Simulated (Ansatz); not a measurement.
SnC:
```
CELL_PARAMETERS angstrom
      0.00000     2.54384     2.54384
      2.54384     0.00000     2.54384
      2.54384     2.54384     0.00000
ATOMIC_POSITIONS crystal
  Sn 0.00000 0.00000 0.00000
  C  0.25000 0.25000 0.25000
```

Relaxed with PBE. Special points in fractions of this cell's reciprocal vectors: Γ (0.000, 0.000, 0.000); X (0.500, 0.000, 0.500); U (0.625, 0.250, 0.625); K (0.375, 0.375, 0.750); L (0.500, 0.500, 0.500); W (0.500, 0.250, 0.750).

Question: List the band energies nearest the valence-band maximum at these points for the program Ansatz at the PBE with spin–orbit coupling level (PAW).

Answer: In eV from the valence-band maximum; about four levels below and three above (degenerate sets whole), none deeper than 8.9 eV; points with the same levels are listed once.

| k | below | above |
|---|---|---|
| Γ | 0.00 0.00 0.00 0.00 | 0.60 0.60 5.29 5.29 |
| X | -3.07 -3.07 -2.87 -2.87 | 1.29 1.29 3.31 3.31 |
| U | -4.54 -4.37 -2.46 -2.44 | 2.55 2.56 5.10 |
| L | -1.24 -1.24 -1.11 -1.11 | 2.03 2.03 6.22 6.22 |
| W | -4.17 -3.90 -3.84 -3.78 | 4.27 4.27 5.40 5.40 |

Space group F-43m (zinc blende). The start of the workflow was typed in or built on a structure type; neither database checked (COD, Materials Project) lists it. Whether it is the stable phase at ambient conditions was not checked. The PBE relaxation kept the symmetry of its start; its stability against distortions is not shown here. Its formation energy is positive at this level, so the cell may be metastable or incomplete.

Potentials: the earlier of the program's two PAW sets.
